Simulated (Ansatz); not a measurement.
## ZrTi₃C₂ (P4/mmm)

Theory: Ansatz 0.2.0, DFT PBE, scalar-relativistic, plane waves, PAW.

Cutoff 420 eV; k points 10×10×8 on the computed 6-atom cell (Γ-centred); Gaussian smearing, width 0.10 eV; no spin polarisation.

The structure is relaxed at this level of theory with its symmetry kept, and needn't be the ground state of this composition.

```yaml
crystal:
  lattice:
    - [4.14887, 0.00000, 0.00000]
    - [0.00000, 4.14887, 0.00000]
    - [0.00000, 0.00000, 5.28796]
  atoms:
    - { symbol: Zr, position: [0.50000, 0.50000, 0.00000] }
    - { symbol: Ti, position: [0.00000, 0.50000, 0.50000] }
    - { symbol: Ti, position: [0.50000, 0.00000, 0.50000] }
    - { symbol: Ti, position: [0.00000, 0.00000, 0.00000] }
    - { symbol: C, position: [0.00000, 0.00000, 0.62959] }
    - { symbol: C, position: [0.00000, 0.00000, 0.37041] }
```

Formation energy from the elements' standard states (uncorrected)?

-0.108 eV/atom.

Kohn–Sham band gap?

none (metal).

Density of states at the Fermi level?

6.2 states/eV per cell.

Orbital (Löwdin) character within 0.5 eV of the Fermi level?

Ti 3d 64 %, Zr 4d 25 %.

Bader charge by site (e)?

Zr (1 in the cell) 0.42, Ti (2 in the cell) 0.93, Ti (1 in the cell) 0.78, C (2 in the cell) -1.53.

Another cell of ZrTi3C2 relaxed alike, in P4/mmm, lies 0.35 eV/atom lower, so this cell isn't the stable form at this level.

The cell was found from a structure generator's guess, not taken from experiment. Löwdin shares on free-atom orbitals overweight diffuse shells.
